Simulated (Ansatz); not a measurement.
## Is this SnPb3S4 structure a true minimum?

The structure comes from a generated guess, relaxed at this level; another structure or a mixture of phases may lie lower.

Theory: DFT PBE, scalar-relativistic, plane waves, PAW in Ansatz. Plane waves to 420 eV, a k mesh through Γ of 6×6×6 on the computed 8-atom cell and Gaussian smearing (0.10 eV); no spin polarisation.

The cell below (8 atoms, space group Pm-3m (No. 221)) is relaxed within its symmetry.

```cif
data_structure
_symmetry_space_group_name_H-M 'P 1'
_symmetry_Int_Tables_number 1
_cell_length_a 5.9732
_cell_length_b 5.9732
_cell_length_c 5.9732
_cell_angle_alpha 90.000
_cell_angle_beta 90.000
_cell_angle_gamma 90.000
_cell_volume 213.12
loop_
_atom_site_label
_atom_site_type_symbol
_atom_site_fract_x
_atom_site_fract_y
_atom_site_fract_z
_atom_site_occupancy
Sn1 Sn 0.00000 0.00000 0.00000 1
Pb1 Pb 0.50000 0.50000 0.00000 1
Pb2 Pb 0.00000 0.50000 0.50000 1
Pb3 Pb 0.50000 0.00000 0.50000 1
S1 S 0.00000 0.00000 0.50000 1
S2 S 0.50000 0.00000 0.00000 1
S3 S 0.00000 0.50000 0.00000 1
S4 S 0.50000 0.50000 0.50000 1
```

For the test it was strained at random (σ = 1.5 % a component), the atoms were moved at random (σ = 0.05 Å), and all was relaxed again on a coarse 4×4×4 mesh (in the run’s order of axes) with 0.20 eV smearing, with no symmetry imposed.

Spin–orbit coupling, which can matter for Pb, is left out.

Problem. What happens?

Solution. It doesn't return. The energy falls by 10 meV/atom on that mesh, the volume changes by 1.6 %, and the end has space group R3m (No. 160) at a loose tolerance. Relaxed again on a 6×6×6 mesh with 0.01 eV smearing, the new structure lies 8 meV/atom below the first (mesh in the axes of the run's cell; the cell below is made exact in the group named). Space group R3m (No. 160), trigonal, a = 8.506 Å, c = 10.340 Å. Around Sn lie 3 S at 2.72 Å and 3 S at 3.29 Å; around Pb lie 6 S at 2.97–3.03 Å; S on a site of symmetry m has 1 Sn at 2.72 Å, 4 Pb at 3.00–3.01 Å and 1 Sn at 3.29 Å; S on a site of symmetry 3m has 6 Pb at 2.97–3.03 Å.

Space group R3m:H (No. 160). a = 8.506 Å, b = 8.506 Å, c = 10.340 Å, α = 90.00°, β = 90.00°, γ = 120.00°
```csv
atom,site,symmetry,x,y,z
Sn,3a,3m,0.0000,0.0000,0.9846
Pb,9b,.m,0.8339,0.6679,0.6634
S,9b,.m,0.1549,0.3098,0.8420
S,3a,3m,0.0000,0.0000,0.5000
```
